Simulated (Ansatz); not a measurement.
BaGaHO₂ in space group P4/mmm (No. 123; Ba on 1d, Ga on 1a, O on 2f, H on 1b) at seven volumes, r²SCAN (plane waves, PAW; program Ansatz), shape and atoms relaxed at each. One row is withheld.

```csv
V (Å³/atom),P (GPa)
11.237,14.57
11.608,8.89
11.978,4.08
12.349,0.00
12.719,-3.47
13.089,?
13.460,-8.90
```

### Question
Fit the shown pressures and predict the withheld one.

### Answer
Third-order Birch–Murnaghan: P = (3/2)B₀(x^(7/2) − x^(5/2))[1 + (3/4)(B′ − 4)(x − 1)] with x = (V₀/V)^(2/3). Least squares on the six rows gives V₀ = 12.349 Å³/atom, B₀ = 125.1 GPa, B′ = 4.46. At V = 13.089, x = 0.9619 and P = -6.40 GPa. The run itself gave -6.41 GPa.

The start of the workflow was typed in or built on a structure type; neither database checked (COD, Materials Project) lists it. Whether it is the stable phase at ambient conditions was not checked. Symmetry was held in the r²SCAN relaxation; its stability against distortions is not shown here. Scalar-relativistic: spin–orbit coupling is off unless named, which matters more the heavier the elements.

Potentials: the earlier of the program's two PAW sets.
